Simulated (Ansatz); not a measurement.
# Equation of state of Hf

```cif
data_structure
_symmetry_space_group_name_H-M 'Fm-3m'
_symmetry_Int_Tables_number 225
_cell_length_a 4.4400
_cell_length_b 4.4400
_cell_length_c 4.4400
_cell_angle_alpha 90.000
_cell_angle_beta 90.000
_cell_angle_gamma 90.000
_cell_volume 87.53
loop_
_atom_site_label
_atom_site_type_symbol
_atom_site_symmetry_multiplicity
_atom_site_Wyckoff_symbol
_atom_site_fract_x
_atom_site_fract_y
_atom_site_fract_z
_atom_site_occupancy
Hf1 Hf 4 a 0.00000 0.00000 0.00000 1
```

The runs use the primitive cell with vectors (0.000, 2.220, 2.220), (2.220, 0.000, 2.220), (2.220, 2.220, 0.000) Å, to which the k mesh refers.

The geometry is COD entry 1534929, unchecked; take it as a test cell.

Spin–orbit coupling is left out, though it moves levels of the heavy atoms by tenths of an eV or more.

Levels of theory: DFT, LDA, all-electron LAPW, scalar-relativistic (Ansatz 0.2.0); DFT, LDA, PAW with Ansatz's default frozen-core files, scalar-relativistic (Ansatz 0.2.0).

For LAPW: a Γ-centred 13×13×13 k mesh, Fermi–Dirac smearing of 0.03 eV, basis error target 1 meV/atom, no spin polarisation. PAW takes a cutoff of 420 eV at this cell (files made with PBE, cores remade for this functional). The Ansatz runs share mesh, smearing and spin set-up. Plane-wave (PAW) pressures include the program's estimate of the Pulay term.

The cell above is scaled evenly, with fractional coordinates and shape held.

```json
{"V/V(cell)": "0.9400", "V (Å³/atom)": "20.569", "P, LAPW (GPa)": "?", "P, PAW (GPa)": "?", "free energy over the lowest listed, PAW (meV/atom)": "?"}
{"V/V(cell)": "0.9600", "V (Å³/atom)": "21.007", "P, LAPW (GPa)": "-1.16", "P, PAW (GPa)": "-1.20", "free energy over the lowest listed, PAW (meV/atom)": "0.0"}
{"V/V(cell)": "0.9800", "V (Å³/atom)": "21.444", "P, LAPW (GPa)": "-3.42", "P, PAW (GPa)": "-3.45", "free energy over the lowest listed, PAW (meV/atom)": "6.4"}
{"V/V(cell)": "0.9900", "V (Å³/atom)": "21.663", "P, LAPW (GPa)": "-4.47", "P, PAW (GPa)": "-4.50", "free energy over the lowest listed, PAW (meV/atom)": "11.8"}
{"V/V(cell)": "1.0000", "V (Å³/atom)": "21.882", "P, LAPW (GPa)": "-5.48", "P, PAW (GPa)": "-5.51", "free energy over the lowest listed, PAW (meV/atom)": "18.7"}
{"V/V(cell)": "1.0100", "V (Å³/atom)": "22.101", "P, LAPW (GPa)": "-6.44", "P, PAW (GPa)": "-6.47", "free energy over the lowest listed, PAW (meV/atom)": "26.9"}
{"V/V(cell)": "1.0200", "V (Å³/atom)": "22.320", "P, LAPW (GPa)": "-7.36", "P, PAW (GPa)": "-7.39", "free energy over the lowest listed, PAW (meV/atom)": "36.3"}
{"V/V(cell)": "1.0400", "V (Å³/atom)": "22.757", "P, LAPW (GPa)": "-9.08", "P, PAW (GPa)": "-9.11", "free energy over the lowest listed, PAW (meV/atom)": "58.9"}
{"V/V(cell)": "1.0600", "V (Å³/atom)": "23.195", "P, LAPW (GPa)": "-10.65", "P, PAW (GPa)": "-10.67", "free energy over the lowest listed, PAW (meV/atom)": "86.0"}
```

(1) Fill in the row V/V(cell) = 0.9400.

(2) What do Birch–Murnaghan fits to the pressures give?

Results:

(1) P, LAPW (GPa) = 1.31, P, PAW (GPa) = 1.27, free energy over the lowest listed, PAW (meV/atom) = 0.1.

(2) LAPW: V0 = 20.80 Å³/atom, B0 = 117 GPa, B0′ = 3.3; PAW: V0 = 20.79 Å³/atom, B0 = 117 GPa, B0′ = 3.3.
